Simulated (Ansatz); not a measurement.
## Two-dimensional strain map in Hf

All numbers below come from DFT r2SCAN, scalar-relativistic, plane waves, PAW (Ansatz 0.2.0). Cutoff 500 eV, Γ-centred 18×18×18 k-points, Gaussian smearing of 0.15 eV. Spin–orbit coupling is left out, which can shift energies with elements as heavy as these. No spin polarisation. Energies are free energies at this smearing, counted from the undisturbed cell; pressure is positive in compression.

The undisturbed cell (as given, not relaxed at this level; it stands at 2.7 GPa; this fcc form isn't the usual structure):

```xyz
1
Lattice="0.0000 2.2200 2.2200 2.2200 0.0000 2.2200 2.2200 2.2200 0.0000" Properties=species:S:1:pos:R:3 pbc="T T T"
Hf    0.0000    0.0000    0.0000
```

The cell is strained by p along both x and y and by q along z, fractional coordinates fixed. Points are written (p, q).

Energy above the undisturbed cell in meV/atom (a dash: not computed):

```csv
p \ q,-0.080,-0.040,0.000,0.040,0.080
-0.080,602.8,425.5,?,206.7,153.9
-0.040,?,161.4,85.2,45.5,37.0
0.000,99.1,31.7,0.0,?,30.2
0.040,33.8,11.6,19.0,54.2,?
0.080,62.8,80.7,123.8,190.3,278.9
```

Q: Fill in the withheld energies.

A: (-0.080, 0.000): 295.9; (-0.040, -0.080): 279.2; (0.000, 0.040): 0.8; (0.040, 0.080): 115.3.